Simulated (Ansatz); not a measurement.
## Stationary points along a deformation path in ScBPt3

These are results of DFT PBE, scalar-relativistic, plane waves, PAW (Ansatz 0.2.0), not measurements. Settings: plane waves to 420 eV, k-mesh 12×12×12 (Γ-centred), Gaussian smearing 0.15 eV. Spin–orbit coupling is left out, which can shift energies with elements as heavy as these. No spin polarisation. Energies are free energies at this smearing, counted from the undisturbed cell; pressure is positive in compression.

The undisturbed cell (relaxed at this level; it needn't be the usual structure):

```yaml
crystal:
  lattice:
    - [4.25454, 0.00000, 0.00000]
    - [0.00000, 4.25454, 0.00000]
    - [0.00000, 0.00000, 4.25454]
  atoms:
    - { symbol: Sc, position: [0.00000, 0.00000, 0.00000] }
    - { symbol: B, position: [0.50000, 0.50000, 0.50000] }
    - { symbol: Pt, position: [0.00000, 0.50000, 0.50000] }
    - { symbol: Pt, position: [0.50000, 0.50000, 0.00000] }
    - { symbol: Pt, position: [0.50000, 0.00000, 0.50000] }
```

At fixed volume and fractional coordinates, lengths along (0.577, 0.577, 0.577) are scaled against those across it; ρ is that ratio over its starting value. V = 15.402 Å³/atom. Δσ is the stress along the axis less the mean stress across it (compression positive).

| ρ | ΔE (meV/atom) | Δσ (GPa) | space group |
| --- | --- | --- | --- |
| 0.500 | 235.8 | 20.04 | R-3m |
| 0.600 | 86.3 | 8.22 | R-3m |
| 0.710 | 5.7 | 6.13 | R-3m |
| 0.850 | -26.0 | -1.53 | R-3m |
| 0.930 | -7.9 | -3.38 | R-3m |
| 1.000 | 0.0 | 0.00 | Pm-3m |
| 1.080 | -12.9 | 5.78 | R-3m |
| 1.200 | -49.9 | 1.80 | R-3m |
| 1.410 | 52.3 | -23.58 | R-3m |
| 1.700 | 593.9 | -70.39 | R-3m |
| 2.000 | 1623.5 | -130.98 | R-3m |

Problem. How does the stress give the slope of the energy, and where is the energy stationary?

Solution. Along the path d ln(length) is 2/3 d ln ρ on the axis and −1/3 d ln ρ across it, so dE/d ln ρ = −(2/3) V Δσ: the energy falls with ρ where Δσ is positive. Δσ vanishes or changes sign between ρ = 0.710 and 0.850, a minimum (near 0.82 by linear interpolation); at ρ = 1.000 (Pm-3m), a maximum at 0.0 meV/atom; between ρ = 1.200 and 1.410, a minimum (near 1.21 by linear interpolation). Pairs of stationary points between two samples would go unseen, and could change a minimum read from distant neighbours into a maximum. At ρ = 1.000 the cell is cubic, where symmetry alone makes the stress isotropic and the slope zero.

Problem. Which shear constant sets the curvature at ρ = 1?

Solution. For a cubic crystal E/V = (2/3) C (ln ρ)² with C = C44, so Δσ = −2C ln ρ. The parabola of Δσ against ln ρ through ρ = 0.930, 1 and 1.080 gives C ≈ -30 GPa with the ions clamped, rough because the steps are large. It is negative, so the cubic cell is unstable to this shear.

Problem. Is the start the lowest point of the path?

Solution. No: ρ = 1.200 lies 49.9 meV/atom lower, with no sampled rise above the start on the way. Volume and inner coordinates are held, so a relaxed structure there would lie lower still.

In a metal these slopes depend on the k mesh and the smearing.

Cost: 11 runs of about 4.8 core-minutes in all, on Arm Neoverse V1 (shared hosts).